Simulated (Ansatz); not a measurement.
ZrBr

```
Zr Br
1.0
     1.75155    1.01126    9.35700
    -1.75155    1.01126    9.35700
     0.00000   -2.02252    9.35700
Zr Br
2 2
Direct
  0.20920 0.20920 0.20920
  0.79080 0.79080 0.79080
  0.39170 0.39170 0.39170
  0.60830 0.60830 0.60830
```

Atoms are numbered in the order listed.

The cell comes from COD entry 4343762, which wasn't checked; take it as a given geometry.

Methods: DFT, LDA, all-electron LAPW, scalar-relativistic (Ansatz 0.2.0); DFT, LDA, PAW with Ansatz's default frozen-core files, scalar-relativistic (Ansatz 0.2.0).

For LAPW: a Γ-centred 10×10×10 k mesh, Fermi–Dirac smearing of 0.02 eV, basis error target 0.5 meV/atom, no spin polarisation. PAW takes a cutoff of 420 eV at this cell (files made with PBE, cores remade for this functional). The Ansatz runs share mesh, smearing and spin set-up. Values come from LAPW unless marked.

```json
{
 "Bader charges (from the PAW run)": "Zr1 +0.63, Br3 -0.63 e",
 "Löwdin charges (with 0.27 e of the cell spilling out of the atomic basis, so their sizes and signs hang on that basis)": "Zr1 0.25, Br3 -0.12 e",
 "Band gap": "none at this level of theory (metallic, semimetallic, or a small gap that the functional closes)",
 "Pressure at this cell": "-32.3 kbar",
 "Volume per atom": "24.86 Å³"
}
```

(1) Stress xx, yy, zz (compression positive): what does the calculation give?

(2) Predict this quantity. Density of states at the Fermi level (0.2 eV bin).

(3) Give the computed value. Largest force.

Results:

(1) -3.19, -3.19, -3.32 GPa.

(2) 0.68 states/eV per cell.

(3) 0.00887 Ha/bohr on Zr1.
